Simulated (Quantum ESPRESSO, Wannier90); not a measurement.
Wannierisation of Cu3Pd (Cu3Au type)

Cell from Materials Project (mp-580357), symmetrised, no further relaxation. COD (Crystallography Open Database) has the formula in 3 space groups, this one among them (matched by group alone). Computed values, not measurements, from PBEsol: Quantum ESPRESSO (norm-conserving PseudoDojo potentials, cutoff 74 Ry, no spin polarisation, no spin-orbit coupling) on a Γ-centred 4×4×4 mesh, then Wannier90. Density: 12×12×12 mesh, cold smearing 0.01 Ry.

On the energy scale of pw.x, whose zero is arbitrary, the Fermi level lies at 18.08 eV.

Input w.win:

```
num_bands = 53
num_wann = 36
exclude_bands = 1-3,5-13
num_iter = 1000
conv_tol = 1.0e-6
conv_window = 4
dis_num_iter = 1000
dis_conv_tol = 1.0e-6
dis_froz_max = 18.58
write_hr = true
write_u_matrices = true
begin projections
f=0.00357,0.49366,0.51151: s;p;d
f=0.49545,0.01275,0.50145: s;p;d
f=0.51126,0.50162,0.00748: s;p;d
f=0.00434,-0.01094,-0.00685: s;p;d
end projections
begin unit_cell_cart
ang
    3.6719300000    0.0000000000    0.0000000000
    0.0000000000    3.6719300000    0.0000000000
    0.0000000000    0.0000000000    3.6719300000
end unit_cell_cart
begin atoms_frac
Cu   0.0000000000  0.5000000000  0.5000000000
Cu   0.5000000000  0.0000000000  0.5000000000
Cu   0.5000000000  0.5000000000  0.0000000000
Pd   0.0000000000  0.0000000000  0.0000000000
end atoms_frac
mp_grid = 4 4 4
begin kpoints
0.0000000000 0.0000000000 0.0000000000
0.0000000000 0.0000000000 0.2500000000
0.0000000000 0.0000000000 0.5000000000
... (61 more lines: the 4x4x4 mesh through Gamma)
end kpoints
```

Input of pw2wannier90.x that gives the overlap and projection files (equivalent; here they were cut from one run over all bands):

```
&inputpp
  outdir = './out'
  prefix = 'pwscf'
  seedname = 'w'
  write_amn = .true.
  write_mmn = .true.
/
```

Output w.wout (banner and timings cut):

```
                                    ------
                                    SYSTEM
                                    ------

                              Lattice Vectors (Ang)
                    a_1     3.671930   0.000000   0.000000
                    a_2     0.000000   3.671930   0.000000
                    a_3     0.000000   0.000000   3.671930

                   Unit Cell Volume:      49.50889  (Ang^3)

                        Reciprocal-Space Vectors (Ang^-1)
                    b_1     1.711140   0.000000   0.000000
                    b_2     0.000000   1.711140   0.000000
                    b_3     0.000000   0.000000   1.711140

 *----------------------------------------------------------------------------*
 |   Site       Fractional Coordinate          Cartesian Coordinate (Ang)     |
 +----------------------------------------------------------------------------+
 | cu   1   0.00000   0.50000   0.50000   |    0.00000   1.83597   1.83597    |
 | cu   2   0.50000   0.00000   0.50000   |    1.83597   0.00000   1.83597    |
 | cu   3   0.50000   0.50000   0.00000   |    1.83597   1.83597   0.00000    |
 | pd   1   0.00000   0.00000   0.00000   |    0.00000   0.00000   0.00000    |
 *----------------------------------------------------------------------------*
                                ------------
                                K-POINT GRID
                                ------------

             Grid size =  4 x  4 x  4      Total points =   64

 *---------------------------------- MAIN ------------------------------------*
 |  Number of Wannier Functions               :                36             |
 |  Number of Objective Wannier Functions     :                36             |
 |  Number of input Bloch states              :                53             |
 |  Output verbosity (1=low, 5=high)          :                 1             |
 |  Timing Level (1=low, 5=high)              :                 1             |
 |  Optimisation (0=memory, 3=speed)          :                 3             |
 |  Length Unit                               :               Ang             |
 |  Post-processing setup (write *.nnkp)      :                 F             |
 |  Using Gamma-only branch of algorithms     :                 F             |
 *----------------------------------------------------------------------------*
 *------------------------------- WANNIERISE ---------------------------------*
 |  Total number of iterations                :              1000             |
 |  Number of CG steps before reset           :                 5             |
 |  Trial step length for line search         :             2.000             |
 |  Convergence tolerence                     :         0.100E-05             |
 |  Convergence window                        :                 4             |
 |  Iterations between writing output         :                 1             |
 |  Iterations between backing up to disk     :               100             |
 |  Write r^2_nm to file                      :                 F             |
 |  Write xyz WF centres to file              :                 F             |
 |  Write on-site energies <0n|H|0n> to file  :                 F             |
 |  Use guiding centre to control phases      :                 F             |
 |  Use phases for initial projections        :                 F             |
 *----------------------------------------------------------------------------*
 *------------------------------- DISENTANGLE --------------------------------*
 |  Using band disentanglement                :                 T             |
 |  Total number of iterations                :              1000             |
 |  Mixing ratio                              :             0.500             |
 |  Convergence tolerence                     :         1.000E-06             |
 |  Convergence window                        :                 3             |
 *----------------------------------------------------------------------------*
 *-------------------------------- PLOTTING ----------------------------------*
 |  Plotting Hamiltonian in WF basis          :                 T             |
 *----------------------------------------------------------------------------*

       ... (k-mesh section left out)

 Starting a new Wannier90 calculation ...

 Reading overlaps from w.mmn

 Reading projections from w.amn

 *------------------------------- DISENTANGLE --------------------------------*
 +----------------------------------------------------------------------------+
 |                              Energy  Windows                               |
 |                              ---------------                               |
 |                   Outer:  -66.07154  to   53.83790  (eV)                   |
 |                   Inner:  -66.07154  to   18.58000  (eV)                   |
 +----------------------------------------------------------------------------+
   Number of target bands to extract:   36

                   Unitarised projection of Wannier functions
                   ------------------------------------------
   A_mn = <psi_m|g_n> --> S = A.A^+ --> U = S^-1/2.A
   In dis_project... done
   Using an inner window (linner = T)
   In dis_proj_froz... done

                   Extraction of optimally-connected subspace
                   ------------------------------------------
 +---------------------------------------------------------------------+<-- DIS
 |  Iter     Omega_I(i-1)      Omega_I(i)      Delta (frac.)           |<-- DIS
 +---------------------------------------------------------------------+<-- DIS
       1      21.83426549      20.70430952       5.458E-02    <-- DIS
       2      21.01568532      20.40544927       2.991E-02    <-- DIS
       3      20.65019580      20.23030276       2.076E-02    <-- DIS
       4      20.39403990      20.10530306       1.436E-02    <-- DIS
       5      20.21334365      20.01178420       1.007E-02    <-- DIS
       6      20.08343562      19.93983888       7.201E-03    <-- DIS
       ... (lines left out)
      72      19.61631598      19.61632964      -6.967E-07    <-- DIS
      73      19.61627706      19.61628465      -3.869E-07    <-- DIS
      74      19.61623760      19.61623944      -9.374E-08    <-- DIS

             <<<      Delta < 1.000E-06  over  3 iterations     >>>
             <<< Disentanglement convergence criteria satisfied >>>

        Final Omega_I    19.61623944 (Ang^2)

 +----------------------------------------------------------------------------+

 Writing checkpoint file w.chk... done

 *------------------------------- WANNIERISE ---------------------------------*
 +--------------------------------------------------------------------+<-- CONV
 | Iter  Delta Spread     RMS Gradient      Spread (Ang^2)            |<-- CONV
 +--------------------------------------------------------------------+<-- CONV

 ------------------------------------------------------------------------------
 Initial State
  WF centre and spread    1  (  0.000420,  1.828948,  1.853135 )     1.94943739
  WF centre and spread    2  ( -0.001074,  1.841416,  1.840943 )     2.09513147
  WF centre and spread    3  ( -0.003467,  1.818077,  1.847554 )     2.04574110
  WF centre and spread    4  (  0.005220,  1.842119,  1.835868 )     2.09425436
  WF centre and spread    5  ( -0.000033,  1.836978,  1.814110 )     0.50863267
  WF centre and spread    6  ( -0.002408,  1.835355,  1.827498 )     0.49952177
  WF centre and spread    7  (  0.000110,  1.845628,  1.816190 )     0.51705282
  WF centre and spread    8  ( -0.003902,  1.845695,  1.838658 )     0.49407856
  WF centre and spread    9  ( -0.003262,  1.841587,  1.836661 )     0.49259306
  WF centre and spread   10  (  1.826131,  0.009970,  1.838774 )     1.94756962
  WF centre and spread   11  (  1.851811,  0.020414,  1.838868 )     2.09137268
  WF centre and spread   12  (  1.833672,  0.023690,  1.851548 )     2.09583031
  WF centre and spread   13  (  1.826575, -0.011581,  1.833885 )     2.03893889
  WF centre and spread   14  (  1.836289, -0.000135,  1.832980 )     0.50394597
  WF centre and spread   15  (  1.844651,  0.000976,  1.833568 )     0.51177557
  WF centre and spread   16  (  1.835490, -0.010181,  1.835321 )     0.49989737
  WF centre and spread   17  (  1.843303, -0.014377,  1.836357 )     0.49945954
  WF centre and spread   18  (  1.839512, -0.010440,  1.835809 )     0.50008420
  WF centre and spread   19  (  1.848808,  1.840287,  0.002133 )     1.94937662
  WF centre and spread   20  (  1.848016,  1.828873, -0.005775 )     2.04150043
  WF centre and spread   21  (  1.837000,  1.829835,  0.005131 )     2.09821723
  WF centre and spread   22  (  1.826994,  1.843767,  0.009247 )     2.09481895
  WF centre and spread   23  (  1.830642,  1.835179, -0.012531 )     0.49205120
  WF centre and spread   24  (  1.827606,  1.836077, -0.005281 )     0.50188566
  WF centre and spread   25  (  1.836807,  1.835404, -0.006050 )     0.49410485
  WF centre and spread   26  (  1.823026,  1.834375,  0.004445 )     0.51169755
  WF centre and spread   27  (  1.817278,  1.832061,  0.000406 )     0.51616246
  WF centre and spread   28  (  0.013560, -0.034736, -0.021835 )     0.39843848
  WF centre and spread   29  (  0.014930, -0.038631, -0.014072 )     0.47354265
  WF centre and spread   30  (  0.009356, -0.038453, -0.024205 )     0.47379792
  WF centre and spread   31  (  0.015376, -0.023435, -0.023901 )     0.47611989
  WF centre and spread   32  ( -0.003277,  0.007234,  0.028311 )     0.70152989
  WF centre and spread   33  ( -0.010845, -0.001058,  0.018765 )     0.67874387
  WF centre and spread   34  (  0.000233,  0.029459,  0.017612 )     0.67898317
  WF centre and spread   35  ( -0.012768,  0.032715, -0.003365 )     0.70083609
  WF centre and spread   36  ( -0.012398,  0.028682, -0.000643 )     0.67907819
  Sum of centres and spreads ( 33.039380, 33.021772, 33.016120 )    37.34620247

      0     0.373E+02     0.0000000000       37.3462024720  <-- CONV
        O_D=      0.0007006 O_OD=     17.7292624 O_TOT=     37.3462025 <-- SPRD
 ------------------------------------------------------------------------------
      1    -0.399E+01     1.2051336668       33.3562981600  <-- CONV
        O_D=      0.0028694 O_OD=     13.7371893 O_TOT=     33.3562982 <-- SPRD
      2    -0.851E+00     1.2423308707       32.5057584018  <-- CONV
        O_D=      0.0009658 O_OD=     12.8885531 O_TOT=     32.5057584 <-- SPRD
      3    -0.246E+00     0.6002060362       32.2594489749  <-- CONV
        O_D=      0.0001706 O_OD=     12.6430389 O_TOT=     32.2594490 <-- SPRD
      4    -0.793E-01     0.3536685793       32.1801730337  <-- CONV
        O_D=      0.0001413 O_OD=     12.5637923 O_TOT=     32.1801730 <-- SPRD
      5    -0.409E-01     0.2166027022       32.1392811965  <-- CONV
        O_D=      0.0000585 O_OD=     12.5229833 O_TOT=     32.1392812 <-- SPRD
       ... (lines left out)
    100    -0.174E-01     0.1988280332       25.0877869897  <-- CONV
        O_D=      0.0020012 O_OD=      5.4695464 O_TOT=     25.0877870 <-- SPRD
       ... (lines left out)
    200    -0.444E-03     0.0212122208       24.6127012902  <-- CONV
        O_D=      0.0016295 O_OD=      4.9948323 O_TOT=     24.6127013 <-- SPRD
       ... (lines left out)
    300    -0.757E-04     0.0090117018       24.5881452174  <-- CONV
        O_D=      0.0016147 O_OD=      4.9702911 O_TOT=     24.5881452 <-- SPRD
       ... (lines left out)
    400    -0.603E-05     0.0036761959       24.5857630815  <-- CONV
        O_D=      0.0016121 O_OD=      4.9679116 O_TOT=     24.5857631 <-- SPRD
       ... (lines left out)
    500    -0.195E-05     0.0014136199       24.5854454477  <-- CONV
        O_D=      0.0016110 O_OD=      4.9675950 O_TOT=     24.5854454 <-- SPRD
       ... (lines left out)
    600    -0.102E-05     0.0010397386       24.5853079086  <-- CONV
        O_D=      0.0016113 O_OD=      4.9674572 O_TOT=     24.5853079 <-- SPRD
       ... (lines left out)
    610    -0.831E-06     0.0012517330       24.5852979311  <-- CONV
        O_D=      0.0016110 O_OD=      4.9674475 O_TOT=     24.5852979 <-- SPRD
    611    -0.996E-06     0.0009938962       24.5852969350  <-- CONV
        O_D=      0.0016111 O_OD=      4.9674464 O_TOT=     24.5852969 <-- SPRD
    612    -0.965E-06     0.0010102181       24.5852959697  <-- CONV
        O_D=      0.0016113 O_OD=      4.9674453 O_TOT=     24.5852960 <-- SPRD
             <<<     Delta < 1.000E-06  over  4 iterations     >>>
             <<< Wannierisation convergence criteria satisfied >>>
 Final State
  WF centre and spread    1  (  0.001605,  1.386214,  2.297179 )     0.94791616
  WF centre and spread    2  (  0.000860,  1.340495,  1.360043 )     0.96781055
  WF centre and spread    3  ( -0.526905,  1.828458,  1.839333 )     1.00513243
  WF centre and spread    4  (  0.000513,  2.296963,  2.318018 )     0.96095627
  WF centre and spread    5  (  0.000106,  1.838023,  1.830050 )     0.39699353
  WF centre and spread    6  ( -0.000597,  1.836084,  1.833218 )     0.39930788
  WF centre and spread    7  (  0.001277,  2.341547,  1.342985 )     0.97741652
  WF centre and spread    8  (  0.516075,  1.828651,  1.839072 )     0.99433662
  WF centre and spread    9  ( -0.000741,  1.840727,  1.835892 )     0.39951406
  WF centre and spread   10  (  1.375121,  0.013293,  1.387539 )     0.94722709
  WF centre and spread   11  (  2.331204,  0.012894,  2.343660 )     0.98029687
  WF centre and spread   12  (  2.312281,  0.011966,  1.332238 )     0.97160149
  WF centre and spread   13  (  1.827571, -0.551848,  1.831862 )     1.03029532
  WF centre and spread   14  (  1.843404,  0.000020,  1.838626 )     0.39729216
  WF centre and spread   15  (  1.353660,  0.012378,  2.290357 )     0.95889023
  WF centre and spread   16  (  1.836138, -0.004758,  1.838787 )     0.39964871
  WF centre and spread   17  (  1.829100,  0.486518,  1.832309 )     0.96328813
  WF centre and spread   18  (  1.841033, -0.004667,  1.836163 )     0.39980502
  WF centre and spread   19  (  2.324031,  1.378732,  0.004160 )     0.95990953
  WF centre and spread   20  (  1.839435,  1.833730, -0.532174 )     1.01210291
  WF centre and spread   21  (  1.335791,  1.332940,  0.003829 )     0.97988166
  WF centre and spread   22  (  2.291618,  2.287379,  0.003540 )     0.94700947
  WF centre and spread   23  (  1.839016,  1.833835,  0.506955 )     0.98619989
  WF centre and spread   24  (  1.833066,  1.835912, -0.001406 )     0.39936548
  WF centre and spread   25  (  1.835800,  1.836873, -0.001638 )     0.39940266
  WF centre and spread   26  (  1.829372,  1.831259,  0.000014 )     0.39730768
  WF centre and spread   27  (  1.365095,  2.338328,  0.004049 )     0.96981503
  WF centre and spread   28  (  0.375194,  0.033053, -0.009889 )     0.37522360
  WF centre and spread   29  (  0.087072, -0.054977, -0.360734 )     0.37765708
  WF centre and spread   30  ( -0.244373, -0.207274, -0.160044 )     0.39932785
  WF centre and spread   31  (  0.120801, -0.354959, -0.020527 )     0.37460253
  WF centre and spread   32  (  0.142852, -0.104336,  0.310290 )     0.40562467
  WF centre and spread   33  ( -0.267729, -0.102800,  0.243393 )     0.36664662
  WF centre and spread   34  ( -0.005347,  0.283246,  0.250276 )     0.36453313
  WF centre and spread   35  (  0.094610,  0.307282, -0.156720 )     0.40465872
  WF centre and spread   36  ( -0.302981,  0.200763, -0.097430 )     0.36829843
  Sum of centres and spreads ( 33.035028, 33.021943, 33.013277 )    24.58529597

         Spreads (Ang^2)       Omega I      =    19.616239436
        ================       Omega D      =     0.001611265
                               Omega OD     =     4.967445269
    Final Spread (Ang^2)       Omega Total  =    24.585295970
```
